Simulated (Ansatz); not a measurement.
Input:

BeSe:
```xyz
4
Lattice="3.4544 0.0000 0.0000 -1.7272 2.9916 0.0000 0.0000 0.0000 5.4572" Properties=species:S:1:pos:R:3 pbc="T T T"
Be     0.0000     0.0000     0.0000
Be     0.0000     0.0000     2.7286
Se     1.7272     0.9972     4.0929
Se     0.0000     1.9944     1.3643
```

This is the LDA-relaxed structure.

### Question
All from the program Ansatz at the LDA level (PAW), unless another level is named. Predict the bulk modulus (Birch–Murnaghan fit).

### Answer
99.4 GPa.

### Question
What about the highest zone-centre frequency (without LO–TO term)?

### Answer
516 cm^-1.

Space group P6_3/mmc (NiAs type). This is a known high-pressure phase of the composition, computed here at zero pressure and temperature. The cell was relaxed with LDA under the symmetry of its start. At this level the phase is dynamically unstable (imaginary phonons).

Potentials: the later of the program's two PAW sets.
